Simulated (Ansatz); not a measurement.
The relaxed structure here is a generated cell of LiNbO3: the first start was made by placing the elements on the sites of a structure type, and the end was not matched to a known phase here, so it may be hypothetical. Known forms of LiNbO3 include space group No. 161.

The end point of a relaxation of LiNbO$_{3}$. Calculation: PBE (plane waves to 420 eV, PAW, scalar-relativistic; Ansatz, a first-principles code).

```xyz
10
Lattice="5.5409 0.0000 0.0000 -2.7705 4.7986 0.0000 0.0000 0.0000 5.4038" Properties=species:S:1:pos:R:3 pbc="T T T"
Li     0.0000     3.1991     4.0529
Li     2.7705     1.5995     1.3510
Nb     0.0000     0.0000     0.0000
Nb     0.0000     0.0000     2.7019
O      0.0000     1.4883     1.3510
O      1.4816     4.0544     1.3510
O     -1.4816     4.0544     1.3510
O      2.7705     3.3103     4.0529
O      1.2889     0.7441     4.0529
O      4.2520     0.7441     4.0529
```

Q: Determine the symmetry and give the standard cell with its independent sites.

A: Space group P6₃/mmc (No. 194); a = 5.541 Å, b = 5.541 Å, c = 5.404 Å, α = 90.00°, β = 90.00°, γ = 120.00°

| atom | site | symmetry | x | y | z |
|---|---|---|---|---|---|
| Li | 2d | -6m2 | 0.6667 | 0.3333 | 0.2500 |
| Nb | 2a | -3m. | 0.0000 | 0.0000 | 0.0000 |
| O | 6h | mm2 | 0.1551 | 0.3102 | 0.2500 |

Q: Give the shortest distances between elements (the closest pairs, up to four, under 3.6 Å).

A: Nb–O 2.01 Å; O–O 2.58 Å; Nb–Nb 2.70 Å; Li–O 2.77 Å.

```json
{
  "volume_per_atom": "14.37 Å³",
  "density": "3.42 g/cm³",
  "band_gap": "1.79 eV, direct at Γ (no spin-orbit coupling)"
}
```

No spin polarisation in the result.

The run could not lower the symmetry of its start; a shaken copy of this end point relaxes with PBE to Cmcm (No. 63), 0.541 eV/atom lower.
